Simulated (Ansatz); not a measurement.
One crystal and one scan (scan of one atom of the cell) at two levels, r2SCAN (plane waves to 500 eV, PAW, scalar-relativistic; Ansatz, a first-principles code) and PBE (plane waves to 420 eV, PAW, scalar-relativistic; Ansatz), each from its own relaxed cell and on its own mesh. The cell shown is that of r2SCAN.

Starting cell, CoSi₂ (fluorite type, space group Fm-3m):

```xyz
3
Lattice="0.0000 2.6573 2.6573 2.6573 0.0000 2.6573 2.6573 2.6573 0.0000" Properties=species:S:1:pos:R:3 pbc="T T T"
Co     0.0000     0.0000     0.0000
Si     1.3287     1.3287     1.3287
Si     3.9860     3.9860     3.9860
```

In this cell atom 1 (Co, nearest neighbour Si at 2.301 Å; its periodic images, 3.8 Å or more away, move with it) is moved by s along Cartesian z, unit vector (0.000, 0.000, 1.000); all other atoms and the cell stay fixed.

Energies are smeared free energies. CoSi2 is run without spin polarisation. CoSi2 was relaxed with its symmetry unable to fall. The PAW data are Ansatz's earlier set. With partly filled bands, energies and forces of such displacements shift with the k mesh and the smearing. Percentages come from the unrounded values.

Results of r2SCAN:

- Lattice constant a (Å) = 5.315
- Force constant k = d²E/ds² at s = 0 (finite differences) (eV/Å²) = 12.81
- Shape of the curve = a single well with its minimum at or next to zero displacement

Task: Estimate the PBE values.

Result: 
```csv
quantity,PBE,r2SCAN − PBE
Lattice constant a (Å),5.360,-0.045 (-0.9 %)
Force constant k = d²E/ds² at s = 0 (finite differences) (eV/Å²),11.57,+1.24 (+11 %)
```

r2SCAN gives the higher value for: force constant k = d²E/ds² at s = 0. r2SCAN gives the lower value for: lattice constant a. Both give the same shape of the curve: a single well with its minimum at or next to zero displacement. Neither level is exact: the differences show how much the result hangs on the functional.

(For displaced atoms, the force is minus the slope of the energy, and its curvature is a force constant, which sets phonon frequencies.)
